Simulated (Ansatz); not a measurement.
Consider the following.

RbCl:
```yaml
crystal:
  lattice:
    - [0.00000, 3.27158, 3.27158]
    - [3.27158, 0.00000, 3.27158]
    - [3.27158, 3.27158, 0.00000]
  atoms:
    - { symbol: Rb, position: [0.00000, 0.00000, 0.00000] }
    - { symbol: Cl, position: [0.50000, 0.50000, 0.50000] }
```

This is the PBEsol-relaxed structure.

Problem. All from plane-wave PAW PBEsol (Ansatz code), unless another level is named. Estimate the Young's modulus.

Solution. 21.5 GPa.

Problem. Predict the elastic constants (relaxed ions, GPa).

Solution. C11 = 38.7, C12 = 5.4, C44 = 5.1.

Space group Fm-3m (rock salt). The PBEsol relaxation kept the symmetry of its start.

Potentials: the later of the program's two PAW sets.
